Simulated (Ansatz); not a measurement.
A relaxed cell of Si3O2 is given with its symmetry left out. The cell was found from a structure generator's guess, not taken from experiment.

Method: Ansatz 0.2.0, DFT PBE, scalar-relativistic, plane waves, PAW. Cutoff 420 eV, Γ-centred mesh, Gaussian smearing, no spin polarisation.

```cif
data_structure
_symmetry_space_group_name_H-M 'P 1'
_symmetry_Int_Tables_number 1
_cell_length_a 2.7750
_cell_length_b 2.7750
_cell_length_c 8.4120
_cell_angle_alpha 90.000
_cell_angle_beta 90.000
_cell_angle_gamma 90.000
_cell_volume 64.78
loop_
_atom_site_label
_atom_site_type_symbol
_atom_site_fract_x
_atom_site_fract_y
_atom_site_fract_z
_atom_site_occupancy
Si1 Si 0.00000 0.00000 0.30331 1
Si2 Si 0.00000 0.00000 0.69669 1
Si3 Si 0.00000 0.00000 0.00000 1
O1 O 0.00000 0.00000 0.50000 1
O2 O 0.50000 0.50000 0.00000 1
```

Formation energies are uncorrected and refer to the elements' standard structures at the same level (O₂ as a molecule).

**Question.** What space group does it have?

**Answer.** P4/mmm (No. 123). Conventional cell: a = 2.775 Å, c = 8.412 Å. Si on a site of symmetry 4mm is surrounded by 1 O at 1.65 Å and 1 Si at 2.55 Å; Si on a site of symmetry 4/mmm has 4 O at 1.96 Å and 2 Si at 2.55 Å; O on its first site is surrounded by 2 Si at 1.65 Å; around O on its second site lie 4 Si at 1.96 Å.

**Question.** What is its formation energy per atom?

**Answer.** −0.63 eV/atom.

**Question.** Is it a metal?

**Answer.** Yes, bands cross the Fermi level on the 14×14×6 mesh.

The last run used a 14×14×6 mesh (in the run's order of axes) for its 5-atom cell and Gaussian smearing of 0.10 eV. Symmetry constrained the relaxation, so the result can be a saddle point. Another cell of Si3O2 relaxed alike, in P4mm, lies 227 meV/atom lower, so this cell isn't the stable form at this level.
